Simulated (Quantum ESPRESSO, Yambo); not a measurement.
## K2S at +2 % isotropic strain: DFT and GW levels

```cif
data_K8S4
_chemical_formula_sum 'S4 K8'
_space_group_name_H-M_alt 'Fm-3m'
_space_group_IT_number 225
_space_group_name_Hall '-F 4 2 3'
_cell_length_a 7.48105
_cell_length_b 7.48105
_cell_length_c 7.48105
_cell_angle_alpha 90.000
_cell_angle_beta 90.000
_cell_angle_gamma 90.000
loop_
_atom_site_label
_atom_site_type_symbol
_atom_site_symmetry_multiplicity
_atom_site_Wyckoff_symbol
_atom_site_fract_x
_atom_site_fract_y
_atom_site_fract_z
_atom_site_occupancy
S1 S 4 a 0.00000 0.00000 0.00000 1
K1 K 8 c 0.25000 0.25000 0.25000 1
```
(The calculation used a cell of 3 atoms; values per cell refer to that cell.)

The PBEsol cell relaxed from Materials Project entry mp-1022 was given an isotropic strain of +2 % on all lattice vectors, and the atoms were relaxed again.

Starting point: norm-conserving PBEsol (Quantum ESPRESSO, 74 Ry, no spin-orbit coupling). G0W0 in Yambo: 4×4×4 Γ-centred k mesh, 180 bands and a 8 Ry block in the screening, 180 bands in G with the Bruneval-Gonze terminator, plasmon pole fitted at 27.2 eV.

```
Quantity                                             Value
-------------------------------------------------  -------
PBEsol gap along the band path                     2.21 eV
PBEsol gap between the mesh's edge points (X → Γ)  2.21 eV
G0W0 gap between the same points                   4.06 eV
PBEsol smallest direct gap on the mesh (at Γ)      2.38 eV
G0W0 direct gap at that point                      4.19 eV
```

```csv
k point,band,E PBEsol (eV),E QP (eV),shift (eV),Z
Γ,VB,-0.17,-1.66,-1.49,0.79
Γ,CB,2.21,2.52,0.31,0.85
L,VB,-0.06,-1.56,-1.50,0.79
L,CB,4.57,5.00,0.42,0.84
X,VB,0.00,-1.54,-1.54,0.79
X,CB,3.41,3.80,0.39,0.85
```

Energies count from the PBEsol valence-band maximum.

Convergence of the G0W0 settings was not tested.
